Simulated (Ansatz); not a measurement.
ZrO$_{2}$:
Space group Pnma (No. 62); a = 10.4030 Å, b = 3.4865 Å, c = 3.7718 Å, α = 90.00°, β = 90.00°, γ = 90.00°

```csv
atom,site,symmetry,x,y,z
Zr,4c,.m.,0.1198,0.2500,0.2488
O,4c,.m.,0.2159,0.7500,0.3870
O,4c,.m.,0.0275,0.2500,0.7588
```

Relaxed with r²SCAN. DFT-r²SCAN in the program Ansatz with PAW potentials gives a gap of 4.02 eV.

Question: What gap does HSE06 give on the same cell (Ansatz, PAW)?

Answer: 5.12 eV, 1.09 eV more. The hybrid was solved on a coarser mesh and at special points; its gap is the smallest among all of these.

Cost on shared cores: the r²SCAN run (SCF on a 3×8×7 mesh, then bands and DOS) roughly 7 core-minutes, the HSE06 run (SCF on 2×5×4, then a few points) around 5 core-minutes (rough); the tasks are unlike.

The workflow started from a Materials Project entry (that database holds measured and hypothetical structures alike); the Crystallography Open Database copy checked does not list it. It is not the phase usual at ambient conditions (space group No. 14). Symmetry was held in the r²SCAN relaxation; its stability against distortions is not shown here. The run is not spin-polarised. Scalar-relativistic: spin–orbit coupling is off unless named, which matters more the heavier the elements.

Potentials: the later of the program's two PAW sets.
